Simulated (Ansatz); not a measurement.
Consider the following.

MgO:
```yaml
crystal:
  lattice:
    - [5.51074, 0.00000, 0.00000]
    - [0.00000, 5.51074, 0.00000]
    - [0.00000, 0.00000, 3.27642]
  atoms:
    - { symbol: Mg, position: [0.32053, 0.67947, 0.00000] }
    - { symbol: Mg, position: [0.67947, 0.32053, 0.00000] }
    - { symbol: Mg, position: [0.82053, 0.82053, 0.50000] }
    - { symbol: Mg, position: [0.17947, 0.17947, 0.50000] }
    - { symbol: O, position: [0.31657, 0.31657, 0.00000] }
    - { symbol: O, position: [0.68343, 0.68343, 0.00000] }
    - { symbol: O, position: [0.18343, 0.81657, 0.50000] }
    - { symbol: O, position: [0.81657, 0.18343, 0.50000] }
```

This is the PBEsol-relaxed structure.

Question: All from plane-wave PAW PBEsol (Ansatz code), unless another level is named. Estimate the Hill bulk and shear moduli.

Answer: 111 and 36.3 GPa.

Question: Predict the zero-point energy.

Answer: 73.3 meV/atom.

Question: What about the highest zone-centre frequency (without LO–TO term)?

Answer: 74.7 meV.

Space group P4_2/mnm. The start of the workflow was typed in or built on a structure type; neither database checked (COD, Materials Project) lists it. It is not the phase usual at ambient conditions (space group No. 225). The cell was relaxed with PBEsol under the symmetry of its start; whether a distortion lowers the energy is not shown.

Potentials: the earlier of the program's two PAW sets. The files were generated under PBE; for other functionals the program regenerates the frozen cores, and for LDA and PBEsol the local potential too.
